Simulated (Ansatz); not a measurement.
Data sheet: Ga$_{2}$PN (DFT)

Ga$_{2}$PN:
```
CELL_PARAMETERS angstrom
      3.51446     0.00000     0.00000
     -1.75723     3.04361     0.00000
      0.00000     0.00000     5.83350
ATOMIC_POSITIONS crystal
  Ga 0.00000 0.00000 0.46773
  Ga 0.66667 0.33333 0.03791
  P  0.00000 0.00000 0.87092
  N  0.66667 0.33333 0.37344
```

Space group P3m1 (No. 156); conventional cell a = b = 3.5145 Å, c = 5.8335 Å, α = β = 90.00°, γ = 120.00°.

Method: plane-wave PAW r²SCAN (Ansatz code). Structure relaxed to zero pressure with the same functional. Other levels are named where they apply.

### Cell and energy

- Volume per atom = 15.60 Å³
- Density = 4.91 g/cm³
- Formation energy from the elements (no fitted shifts) = -0.28 eV/atom

### Electronic structure

* **Electronic character**: metallic (no gap)
* **Density of states at the Fermi level**: 0.06 states/eV per atom (mean over ±0.08 eV)
* **Gap with spin–orbit coupling**: none (metallic)

### Mechanics

- Bulk modulus (Birch–Murnaghan fit) = 115 GPa
- Pressure derivative B′ = 4.4

### Charges

Bader charges: Ga +1.08 to +1.43, P -0.98, N -1.53 e

The start of the workflow was typed in or built on a structure type; neither database checked (COD, Materials Project) lists it. Its standing as an ambient phase is unchecked. The cell was relaxed with r²SCAN under the symmetry of its start; its stability against distortions is not shown here. The references are the lowest solids computed at this level, not always the standard phases (solids in place of the gases). Scalar-relativistic: spin–orbit coupling is off unless named, which matters more the heavier the elements.

Potentials: the later of the program's two PAW sets.
